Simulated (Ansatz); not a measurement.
Calculated O-17 NMR of the central transition for Al₂O₃

Cell: a measured structure from the Crystallography Open Database (COD), ions relaxed with PBE at fixed cell.

Space group R-3c:H (No. 167); a = 4.7605, c = 12.9956 Å, γ = 120.00°.

```
site  Wyckoff  site symmetry       x       y       z
  Al      12c             3.  0.0000  0.0000  0.8521
   O      18e             .2  0.9731  0.3333  0.0833
```

One atom of each set is listed; the run and its k-mesh use a cell of 10 atoms with edges of 5.13, 5.13, 5.13 Å.

All values are calculated (Ansatz; DFT, PBE, plane waves and PAW, scalar-relativistic, 420 eV cutoff, Γ-centred 8×8×8 k-points, Fermi–Dirac smearing 0.02 eV), not measured.

O-17 has I = 5/2 and Q = -25.58 mb (Pyykkö 2018); at 7.05 T its Larmor frequency is ν₀ = 40.7 MHz. Only the quadrupole interaction is simulated: positions count from each site's isotropic chemical shift, and J coupling is left out, as are shift anisotropy and dipolar coupling, which fast spinning averages.

Problem. Give C_Q, η, the quadrupolar product P_Q = |C_Q|(1 + η²/3)^½, the second-order isotropic shift and the breadth of the pattern (fast magic-angle spinning) for each O site.

Solution. 

| site | first shell | C_Q (MHz) | η | P_Q (MHz) | δ_QIS (ppm) | breadth (kHz) |
| --- | --- | --- | --- | --- | --- | --- |
| O | 4 Al at 1.86–1.97 Å; also 2 Al at 3.22 Å | 2.40 | 0.51 | 2.50 | -22.6 | 2.14 |

δ_QIS = −(ν_Q²/30ν₀²)[I(I+1) − 3/4](1 + η²/3) × 10⁶ ppm with ν_Q = 3|C_Q|/[2I(2I−1)]; it falls as 1/B₀² in ppm, and the breadth as 1/B₀ in kHz.

At this cell the PBE pressure is 7 GPa, so with PBE the cell would grow if it were relaxed.
